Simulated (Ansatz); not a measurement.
LaC:
Space group Fm-3m (No. 225); a = b = c = 5.4399 Å, α = β = γ = 90.00°

```csv
atom,site,symmetry,x,y,z
La,4a,m-3m,0.0000,0.0000,0.0000
C,4b,m-3m,0.5000,0.5000,0.5000
```
(The calculation used a cell of 2 atoms; values per cell refer to that cell.)

Relaxed with r²SCAN.

**Question.** Tabulate the valence density and the electron localisation function along the shortest La–C contact (2.72 Å), r²SCAN in the plane-wave PAW code Ansatz.

**Answer.** 

```csv
distance from La (Å),density (e/Å³),ELF
0.27,1.39,0.07
0.41,1.52,0.35
0.54,1.64,0.66
0.68,1.59,0.80
0.82,1.32,0.84
0.95,0.94,0.80
1.09,0.61,0.63
1.22,0.40,0.36
1.36,0.30,0.22
1.50,0.29,0.27
1.63,0.33,0.48
1.77,0.44,0.69
1.90,0.62,0.79
2.04,0.89,0.81
2.18,1.22,0.75
2.31,1.49,0.58
2.45,1.60,0.28
```

The density is the valence pseudo-density with augmentation charge, so density and ELF within about 1 Å of a nucleus are not all-electron values.

The start of the workflow was typed in or built on a structure type; neither database checked (COD, Materials Project) lists it. Its standing as an ambient phase is unchecked. Symmetry was held in the r²SCAN relaxation. At this level the phase is mechanically unstable. Its formation energy is positive at this level, so the cell may be metastable or incomplete. Spin–orbit coupling is left out wherever it is not named.

Potentials: the later of the program's two PAW sets.
